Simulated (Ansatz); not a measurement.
**From the elastic tensor of ScCu at 2 GPa (stress–strain coefficients) to moduli and sound speeds**

The calculation used DFT LDA, scalar-relativistic, plane waves, PAW (Ansatz 0.2.0). Cutoff 420 eV, 14×14×14 k-points (Γ-centred), Fermi-Dirac smearing of 0.15 eV. No spin polarisation.

Symmetry: Pm-3m, No. 221, cubic system. The conventional cell has a = 3.149 Å, b = 3.149 Å, c = 3.149 Å, α = 90.00°, β = 90.00°, γ = 90.00°. Sc (site symmetry m-3m) has 8 Cu at 2.73 Å as nearest neighbours. Cu (site symmetry m-3m) has 8 Sc at 2.73 Å as nearest neighbours.

In a metal, frequencies and elastic constants depend on the k mesh and the smearing, soft modes and shear constants most.

Relaxed-ion constants (GPa, on the Cartesian axes of the calculation):
C11 = 157.0, C12 = 94.2, C13 = 94.2, C22 = 157.0, C23 = 94.2, C33 = 157.0, C44 = 57.7, C55 = 57.7, C66 = 57.7 GPa; the others vanish.

Density 5.769 g/cm³; 2 atoms in 31.23 Å³.

The values that follow are for a polycrystal of randomly turned grains, by Hill's mean where one number stands.

With S = C⁻¹: B_V = (C11+C22+C33+2(C12+C13+C23))/9, G_V = (C11+C22+C33−C12−C13−C23+3(C44+C55+C66))/15, 1/B_R = S11+S22+S33+2(S12+S13+S23), 15/G_R = 4(S11+S22+S33−S12−S13−S23)+3(S44+S55+S66); Hill is their mean. Then v_l = √((B+4G/3)/ρ), v_t = √(G/ρ), v_m = [(2/v_t³+1/v_l³)/3]^(−1/3) and Θ = (ħ/k_B)·v_m·(6π²n/V)^(1/3) for n atoms in the volume V; E = 9BG/(3B+G), ν = (3B−2G)/(2(3B+G)) and A^U = 5G_V/G_R + B_V/B_R − 6.

| Quantity | Value |
| --- | --- |
| Bulk modulus, Voigt / Reuss / Hill | 115.1 / 115.1 / 115.1 GPa |
| Shear modulus, Voigt / Reuss / Hill | 47.2 / 43.2 / 45.2 GPa |
| Young's modulus | 120 GPa |
| Poisson ratio | 0.326 |
| Pugh ratio B/G | 2.55 |
| Universal anisotropy index | 0.46 |
| Longitudinal and transverse sound speeds | 5514 and 2799 m/s |
| Debye temperature from the mean sound speed | 374 K |

Cost: 1 run of about 1.7 core-minutes, on Arm Neoverse V1 (shared hosts).